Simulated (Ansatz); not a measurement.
Does relaxation matter for the field gradients of ZnS with Gd replacing Zn?

Start: a supercell of ZnS (space group P6_3mc) built from a COD entry (the entry's cell lengths or inner coordinates differ somewhat from later room-temperature determinations), with all atoms left at the host's positions.

```cif
data_GdZn17S18
_symmetry_space_group_name_H-M 'P31m'
_symmetry_Int_Tables_number 157
_cell_length_a 6.6026
_cell_length_b 6.6026
_cell_length_c 18.6900
_cell_angle_alpha 90.000
_cell_angle_beta 90.000
_cell_angle_gamma 120.000
loop_
_atom_site_label
_atom_site_type_symbol
_atom_site_symmetry_multiplicity
_atom_site_Wyckoff_symbol
_atom_site_fract_x
_atom_site_fract_y
_atom_site_fract_z
Gd Gd 1 a 0.0000 0.0000 0.0000
Zn2 Zn 2 b 0.3333 0.6667 0.0000
Zn4 Zn 1 a 0.0000 0.0000 0.5000
Zn5 Zn 2 b 0.3333 0.6667 0.5000
Zn7 Zn 3 c 0.3333 0.3333 0.1667
Zn10 Zn 3 c 0.3333 0.0000 0.6667
Zn13 Zn 3 c 0.3333 0.0000 0.3333
Zn16 Zn 3 c 0.3333 0.3333 0.8333
S19 S 1 a 0.0000 0.0000 0.1250
S20 S 2 b 0.3333 0.6667 0.1250
S22 S 1 a 0.0000 0.0000 0.6250
S23 S 2 b 0.3333 0.6667 0.6250
S25 S 3 c 0.3333 0.3333 0.2917
S28 S 3 c 0.3333 0.0000 0.7917
S31 S 3 c 0.3333 0.0000 0.4583
S34 S 3 c 0.3333 0.3333 0.9583
```

One atom of each set is listed.

The numbers come from a DFT calculation in Ansatz (PBE, plane waves and PAW, scalar-relativistic, collinear spin, 420 eV cutoff, Γ-centred 3×3×1 k-points, Fermi–Dirac smearing 0.01 eV, cell charge +1). Start moments as typed (μB): 7 on each Gd, none on the rest.

The largest force at the start is 4.0 eV/Å. Relaxing the ions at fixed cell moves them by 0.264 Å at most (atom 36, S) and 0.118 Å rms.

| site | moved (Å) | first shell before | first shell after | V_zz before (10²¹ V/m²) | η before |
| --- | --- | --- | --- | --- | --- |
| Gd | 0.005 | 4 S at 2.33–2.34 Å | 4 S at 2.58–2.60 Å | -1.06 | 0.00 |
| Zn2 | 0.069 | 4 S at 2.33–2.34 Å | 4 S at 2.30–2.31 Å | -1.73 | 0.00 |
| Zn7 | 0.147 | 4 S at 2.33–2.34 Å | 4 S at 2.28–2.36 Å | -1.77 | 0.92 |
| Zn13 | 0.065 | 4 S at 2.33–2.34 Å | 4 S at 2.30–2.33 Å | -0.55 | 0.05 |
| Zn16 | 0.169 | 4 S at 2.33–2.34 Å | 4 S at 2.30–2.38 Å | 2.39 | 0.03 |
| S19 | 0.254 | 3 Zn at 2.33 Å, 1 Gd at 2.34 Å | 3 Zn at 2.36 Å, 1 Gd at 2.58 Å | -8.27 | 0.00 |
| S22 | 0.021 | 4 Zn at 2.33–2.34 Å | 4 Zn at 2.31–2.32 Å | 0.17 | 0.00 |
| S23 | 0.007 | 4 Zn at 2.33–2.34 Å | 4 Zn at 2.31–2.33 Å | 0.14 | 0.00 |
| S28 | 0.071 | 4 Zn at 2.33–2.34 Å | 4 Zn at 2.30–2.35 Å | -0.71 | 0.25 |
| S31 | 0.028 | 4 Zn at 2.33–2.34 Å | 4 Zn at 2.30–2.32 Å | 0.83 | 0.01 |
| S34 | 0.264 | 3 Zn at 2.33–2.34 Å, 1 Gd at 2.33 Å | 3 Zn at 2.31–2.38 Å, 1 Gd at 2.60 Å | -7.50 | 0.27 |

Q: How do the gradients change?

A: 

| site | V_zz after | η after | change of V_zz |
| --- | --- | --- | --- |
| Gd | -2.32 | 0.00 | -1.26 |
| Zn2 | -2.16 | 0.00 | -0.43 |
| Zn7 | -2.82 | 0.44 | -1.05 |
| Zn13 | -1.00 | 0.06 | -0.45 |
| Zn16 | 3.71 | 0.36 | +1.32 |
| S19 | -6.37 | 0.00 | +1.90 |
| S22 | -0.68 | 0.00 | -0.85 |
| S23 | -0.60 | 0.00 | -0.74 |
| S28 | -1.79 | 0.33 | -1.08 |
| S31 | 0.23 | 0.52 | -0.60 |
| S34 | -6.48 | 0.15 | +1.02 |

The largest change of V_zz is on S19, from -8.27 to -6.37. In per cent, |V_zz| changes by +120 on Gd, +24 to +82 on Zn, -72 to +153 on S (all sites that start above 0.5). Where |V_zz| stays above 0.1 and the axes keep their order, η moves most on S31, from 0.01 to 0.52. On S34, Zn16, S28 V_xx and V_yy change places (or their axes turn by over 50°), so the two values of η hide a larger change. V_zz changes sign on S22 (same axis), S23 (same axis). The table leaves out 5 of the 16 sites, with |V_zz| up to 1.91; their tensors move by 1.03 at most along any direction. The statements above cover all sites. The host's own positions weren't relaxed first, so part of the change far from the defect can be the host's relaxation.

The defect repeats with the cell of 36 atoms, so it feels its images: sites between two images don't show the values beside a lone defect, and zeros or small values of η there can come from the images' arrangement. S and Zn carry a gradient in the pure host already, so the values there aren't the defect's effect alone. A uniform background compensates the cell's charge. Without spin–orbit coupling the gradients at and beside Gd can be off by some per cent, at some sites by more.
Before: The cell keeps the host's lattice, and with the defect in it the PBE pressure is 6 GPa (in a charged cell this depends on the convention for the mean potential). The neighbours have not yet relaxed around the defect (largest force 4.0 eV/Å), so the values at and beside it are those of a strained start, not of the defect in a real crystal.
After: The relaxation keeps the site symmetry 3m of the start, so the impurity can move only along its axis; a start off the site could end lower. With a gap of 0.9 eV on this mesh, small gradients can still move by 0.1 × 10²¹ V/m² or more as the k-mesh gets denser.
